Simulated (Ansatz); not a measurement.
ZnAgF$_{3}$ (cubic perovskite, Pm-3m), r²SCAN in the plane-wave PAW code Ansatz. The conduction-band minimum lies at Γ, with 1 equivalent valley. Second derivatives d²E/dk² of the lowest band at one valley (eV·Å²), along Cartesian directions:

```csv
direction,d²E/dk²
[100],17.46
[010],17.46
[001],17.46
[110],17.46
[101],17.46
[011],17.46
```

Task: Find the principal effective masses, the density-of-states mass and the conductivity mass.

Result: Off-diagonal terms follow from H_xy = H[110] − (H_xx + H_yy)/2, and m*/mₑ = 7.620 eV·Å² over each eigenvalue: 0.44, 0.44, 0.44. One valley's DOS mass (m₁m₂m₃)^(1/3) = 0.44, conductivity mass 3/(Σ 1/mᵢ) = 0.44 mₑ.

Task: What effective density of states Nc follows at 300 K for parabolic valleys?

Result: Nc = 2.509e19 × 1 × (0.44)^(3/2) ≈ 7.3e18 cm⁻³.

The workflow started from an entry of the Crystallography Open Database (COD). Whether it is the stable phase at ambient conditions was not checked. The r²SCAN relaxation kept the symmetry of its start; its stability against distortions is not shown here. The run is not spin-polarised. Scalar-relativistic: spin–orbit coupling is off unless named, which matters more the heavier the elements.

Potentials: the later of the program's two PAW sets.

Edges and masses are those of Kohn–Sham bands, whose gap is no quasiparticle gap.
